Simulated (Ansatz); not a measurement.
The start is a relaxed TiFe cell shaken by Gaussian noise of σ = 0.08 Å a coordinate. The cell and all atomic positions are relaxed at zero pressure with PBE (plane waves to 420 eV, PAW, scalar-relativistic; Ansatz, an electronic-structure program). The first steps use a coarse 7×7×7 k-mesh.

Starting cell:
```
CELL_PARAMETERS angstrom
      4.87637     0.00000     0.00000
      0.00000     4.87637     0.00000
      0.00000     0.00000     4.89747
ATOMIC_POSITIONS crystal
  Fe 0.29681 0.68215 0.98704
  Fe 0.77838 0.80474 0.50532
  Fe 0.16840 0.19418 0.51670
  Fe 0.72446 0.32213 0.02181
  Ti 0.22412 0.20760 0.00447
  Ti 0.71724 0.29323 0.48346
  Ti 0.31293 0.69929 0.51956
  Ti 0.79571 0.80998 0.00036
```
Spin-polarised start, with parallel moments on Fe.

| Item | Value |
|---|---|
| Largest initial force | 1.71 eV/Å, on Ti7 (atoms numbered as listed) |
| Energy released | 0.47 eV/atom |
| Volume change | -7.1 %, from 14.56 to 13.53 Å³/atom |
| Relative to the parent | It does not go back: it reaches P1 (No. 1), 0.42 eV/atom below the parent |
| Shortest distances (start → end) | The closest pairs of elements (up to four, under 3.6 Å), start → end: Fe–Ti 2.26 → 2.31 Å; Fe–Fe 2.69 → 2.44 Å; Ti–Ti 2.80 → 2.79 Å |
| Band gap at the end | no gap (metallic) |
| Moments at the end | net 0.27 μB/atom, ferrimagnetic |
| Optimiser moves | 22 |

Relaxed structure:

```
CELL_PARAMETERS angstrom
      4.69448     0.00000     0.00000
      0.42775     4.79234     0.00000
      0.17234     0.71931     4.81123
ATOMIC_POSITIONS crystal
  Fe 0.67622 0.10706 0.64417
  Fe 0.72779 0.59261 0.42842
  Fe 0.17980 0.34706 0.76869
  Fe 0.41262 0.98836 0.12900
  Ti 0.19880 0.85803 0.66062
  Ti 0.22664 0.46411 0.26915
  Ti 0.69595 0.57154 0.91475
  Ti 0.89548 0.03251 0.16715
```

Final values are on a 7×7×7 k-mesh of the relaxed cell. Spin state reached: ferrimagnetic (net 0.27 μB/atom), from parallel starting moments; other spin orders were not run from this start.

The relaxed structure here is a generated cell of TiFe: the first start was made by placing the elements on the sites of a structure type, and the end was not matched to a known phase here, so it may be hypothetical. Known forms of TiFe include space group No. 221.
